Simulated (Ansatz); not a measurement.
Data:

PbS (rock salt)

```xyz
4
Lattice="0.0000 6.0090 6.0090 3.0045 3.0045 6.0090 3.0045 3.0045 0.0000" Properties=species:S:1:pos:R:3 pbc="T T T"
S      0.0000     0.0000     0.0000
S      3.0045     6.0090     9.0136
Pb     3.0045     9.0136     9.0136
Pb     3.0045     6.0090     6.0090
```

The atoms are displaced by Q × the pattern below (from a DFPT mode at X = (0.5, 0.5, 0.0), largest move 1; Q in Å), at fixed cell. It is one choice among 2 degenerate patterns. (q is in reciprocal vectors of the primitive cell; the cell shown is doubled to hold the pattern.)

```csv
atom,x,y,z
S1,0.000,0.076,0.000
S2,0.000,-0.076,0.000
Pb3,0.000,1.000,0.000
Pb4,0.000,-1.000,0.000
```

All values below come from PBE (plane waves to 420 eV, PAW, scalar-relativistic; Ansatz, an electronic-structure program). k mesh 10×10×10 (Γ-centred), Fermi-Dirac smearing 0.05 eV. E stands for the smeared free energy. PbS was relaxed with its symmetry unable to fall. Spin-orbit coupling is left out, though Pb is heavy. The PAW data are Ansatz's earlier set. The zero of ΔE is the undisplaced structure.

The scan covers Q from -0.180 to 0.180 Å in 13 points.

Question: Which space group does the distorted structure have?

Answer: Cmcm (No. 63), lowered from Fm-3m.

Question: What is the energy change at Q = 0.180 Å?

Answer: 40.7 meV/cell.

Question: What harmonic wavenumber does the curvature at Q = 0 give?

Answer: 36 cm⁻¹.

(A displaced cell: forces are minus the slopes of the energy, force constants its curvatures, and phonons follow from these.)
